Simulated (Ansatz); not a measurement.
BN in space group P6_222 (No. 180; B on 3d, N on 3c), r²SCAN+D4 in the plane-wave PAW code Ansatz, all energies at zero smearing, with the estimated change up to a 700 eV cutoff added, with one set of potentials and settings (totals compare only within such a set). Cell of 6 atoms (3 B, 3 N): -1626.658 eV.

| element | reference phase | E (eV/atom) |
|---|---|---|
| B | R-3m, 12 atoms in the cell | -156.6448 |
| N | Pa-3, 8 atoms in the cell | -384.8553 |

Formation energy per atom, worked out: (-1626.658 − 3×(-156.6448) − 3×(-384.8553))/6 = -0.360 eV/atom (-35 kJ per mol of atoms), at 0 K, without zero-point energy or fitted corrections.

The start of the workflow was typed in or built on a structure type; neither database checked (COD, Materials Project) lists it. It is not the phase usual at ambient conditions (space group No. 186, 194, 216). Symmetry was held in the r²SCAN+D4 relaxation; whether a distortion lowers the energy is not shown. The references are the lowest solids computed at this level, not always the standard phases (solids in place of the gases).

Potentials: the later of the program's two PAW sets.
